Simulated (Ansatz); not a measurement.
# AlNi3: a vibration from a frozen displacement

Computed with DFT r2SCAN, scalar-relativistic, plane waves, PAW (Ansatz 0.2.0). Cutoff 500 eV, Γ-centred 14×14×14 k-points, Gaussian smearing of 0.15 eV. No spin polarisation. A magnetic state may lie lower. Energies are free energies at this smearing, counted from the undisturbed cell; pressure is positive in compression.

The starting cell (relaxed at this level; it needn't be the usual structure):

```
Al Ni
1.0
     0.00000    2.80189    2.80189
     2.80189    0.00000    2.80189
     2.80189    2.80189    0.00000
Al Ni
1 3
Direct
  0.50000 0.50000 0.50000
  0.25000 0.25000 0.25000
  0.00000 0.00000 0.00000
  0.75000 0.75000 0.75000
```

Every Al atom is moved by x along the Cartesian unit vector (1.000, 0.000, 0.000); the cell and all other atoms stay fixed. The cell's volume is 43.99 Å³; the moved atoms weigh 26.982 u together and the others 176.080 u.

```csv
x (Å),ΔE (meV/cell),total force on the moved atoms along the move (eV/Å),pressure (GPa)
-0.1000,46.88,0.9384,0.5310
-0.0500,11.71,0.4686,0.1659
0.0000,0.00,0.0000,0.0444
0.0250,2.93,-0.2342,0.0754
0.0750,26.36,-0.7033,0.3181
```

Problem. What frequency belongs to this motion?

Solution. The force constant is k = −dF/dx = 9.369 eV/Å², from the parabola through x = -0.0500, 0 and 0.0250. In every cell the moved atoms swing against the rest, so the mass is μ = m₁m₂/(m₁ + m₂) = 23.396 u, and ν̃ = 521.5 cm⁻¹ × √(|k|/μ) = 330 cm⁻¹. The pattern needn't be a normal mode: ν̃² is then a weighted mean of the squared nonzero frequencies at the zone centre of this cell, so it lies between the lowest and the highest of them.

Problem. How far does the harmonic law reach?

Solution. At x = -0.100 Å, kx²/2 = 46.85 meV against the computed 46.88 meV (+0.1 %): the well is still close to harmonic there.

In a metal these slopes depend on the k mesh and the smearing.